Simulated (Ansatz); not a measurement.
Ansatz (a first-principles code) input:

Ansatz 0.2 input:
```yaml
crystal:
  lattice:
    - [0.0, 3.8961320472, 3.8961320472]
    - [3.8961320472, 0.0, 3.8961320472]
    - [3.8961320472, 3.8961320472, 0.0]
  atoms:
    - { symbol: Zn, position: [0.75, 0.75, 0.75] }
    - { symbol: S, position: [0.0, 0.0, 0.0] }
    - { symbol: O, position: [0.8909372687, 0.3271881939, 0.8909372687] }
    - { symbol: O, position: [0.3271881939, 0.8909372687, 0.8909372687] }
    - { symbol: O, position: [0.8909372687, 0.8909372687, 0.8909372687] }
    - { symbol: O, position: [0.8909372687, 0.8909372687, 0.3271881939] }
kpoints:
  mp_grid: { grid: [6, 6, 6] }
basis: { xc_grid: 2, fft_grid_basis: typed }
hamiltonian:
  xc: pbesol
  pseudopotentials: { kind: paw }
scf:
  occupations: { method: fixed }
checkpoint: { read: static.run }
output: { write_density: true, elf: true, volumetric_format: npy }
```

Output (shortened):

```
Pseudopotential: Zn, paw, valence charge 12
Pseudopotential: S, paw, valence charge 6
Pseudopotential: O, paw, valence charge 6
Functional definition: PBEsol
Crystal: 6 atoms, lattice volume = 118.285 Å³
Basis set: ecut = 420 eV, 2277 PW (Γ), exchange–correlation on 80×80×80 points (8 copies of the dense FFT grid, shifted against one another)
Bands: 27, of which v1, the nominal top of the filled ones, is band 21 counted from 1 (20 counted from 0)
Symmetry: 24 space group operations
Space group: F-43m (ITA 216), of the structure as read, at distance tolerance 4.9e-5 Å
k-points: 16 of 216 (time reversal used)
Stability of the state it starts from, as read at its close in the unpolarized treatment …
iter 1 solved again at ethr=2.82e-7 eV; its pass at ethr=3.10e-3 eV (dr2=1.18e-4 eV) is discarded
SCF iter   1: F=—  HF=-6407.455701 eV  |F-HF|=—  |Δ(HF+E_count)|=         —  Δρ=1.43e-6  dr2=1.74e-9  ethr=2.82e-7  ⟨swp⟩=3.1  Hψ=3171  notcnv=0  defer=64
preconditioner: auto → Resta (q_TF=auto, 2.296 Å⁻¹)
SCF iter   2: F=—  HF=-6407.455701 eV  |F-HF|=—  |Δ(HF+E_count)|=   4.45e-8  Δρ=1.34e-6  dr2=1.65e-9  ethr=4.15e-12  ⟨swp⟩=10.6  Hψ=2180  notcnv=0
SCF iter   3: F=-6407.455701 eV  HF=-6407.455701 eV  |F-HF|=3.26e-10  |Δ(HF+E_count)|=  4.66e-10  Δρ=6.05e-7  dr2=3.42e-10  ethr=3.92e-12  ⟨swp⟩=1.0  Hψ=1139  notcnv=0
SCF 1 converged in 3 iterations: F = -6407.455701 eV  dr2 = 3.42e-10
SCF converged after 3 iterations
Free energy (F): -6407.455701 eV
Harris-Foulkes:  -6407.455701 eV  (|F-HF|=3.26e-10)
Internal energy: -6407.455701 eV  (E = F + TS)
E sigma→0 (E₀):  -6407.455701 eV
Fermi energy:    -0.613120 eV
--- Per-component energies (eV) ---
  E_band       = -306.770746
  E_kinetic    = 954.687338
  E_local      = -5559.476952  (includes V_loc(G=0)·N_el)
  E_nonlocal   = 844.481215
  E_hartree    = 2262.561123
  E_xc         = -520.455475
  E_vxc        = -510.499447  (∫ρ·V_xc dr)
  E_paw        = -2995.826673  (= ΣΔE_a)
  E_vpaw       = -561.095619  (= ΣTr[D̂ρ^β])
  E_aug_tail   = 0.009714  (compensation charges beyond the density's cutoff)
  E_ewald      = -1394.436447
  E_core_change = 1.000456  (= ΣΔE_core)
  E_smearing   =  0.000000  (= −TS)
  E_closure    = 0.000000  (closes the sum)
  Σ components = -6407.455701   (vs F -6407.455701, Δ=0.00e0)
  [band-id]    e_kinetic+e_local+e_nonlocal+2·e_hartree+e_vxc+e_vpaw+e_augmentation_tail = -306.771505   (vs E_band -306.770746, Δ=-7.59e-4)
--- Band table (eV; the first three rows and the last of 16) ---
  k-point 0: bands = ["-23.3715", "-19.0656", "-19.0656", "-19.0656", "-10.6469", "-7.6269", "-7.6269", "-7.6269", "-5.0774", "-5.0774", "-4.7873", "-4.7873", "-4.7873", "-2.7687", "-2.7687", "-1.9598", "-1.9598", "-1.9598", "-0.6164", "-0.6164", "-0.6164", …
  k-point 1: bands = ["-23.3648", "-19.0909", "-19.0665", "-19.0665", "-10.5339", "-7.7042", "-7.6239", "-7.6239", "-5.0697", "-5.0697", "-4.7023", "-4.7023", "-4.6962", "-2.8209", "-2.8209", "-2.3032", "-2.0499", "-2.0499", "-0.6556", "-0.6556", "-0.6155", …
  k-point 2: bands = ["-23.3513", "-19.1411", "-19.0682", "-19.0682", "-10.2850", "-7.8798", "-7.6180", "-7.6180", "-5.0637", "-5.0637", "-4.4767", "-4.4767", "-4.4260", "-3.0158", "-2.9931", "-2.9931", "-2.2175", "-2.2175", "-0.7153", "-0.7153", "-0.6140", …
  k-point 15: bands = ["-23.3353", "-19.1933", "-19.0731", "-19.0729", "-9.9207", "-8.1620", "-7.6229", "-7.6055", "-5.0535", "-4.9254", "-4.3930", "-4.0841", "-3.8898", "-3.4442", "-3.2076", "-3.0799", "-2.9911", "-2.5837", "-0.8218", "-0.7454", "-0.6577", …
```

Cost: around 5 core-seconds (rough) on shared cores.

The workflow started from a Materials Project entry (that database holds measured and hypothetical structures alike); the Crystallography Open Database files this formula in space group No. 216, but the cells were not matched. Whether it is the stable phase at ambient conditions was not checked. The PBEsol relaxation kept the symmetry of its start; whether a distortion lowers the energy is not shown.

Potentials: the later of the program's two PAW sets.

Ansatz is a plane-wave DFT program.
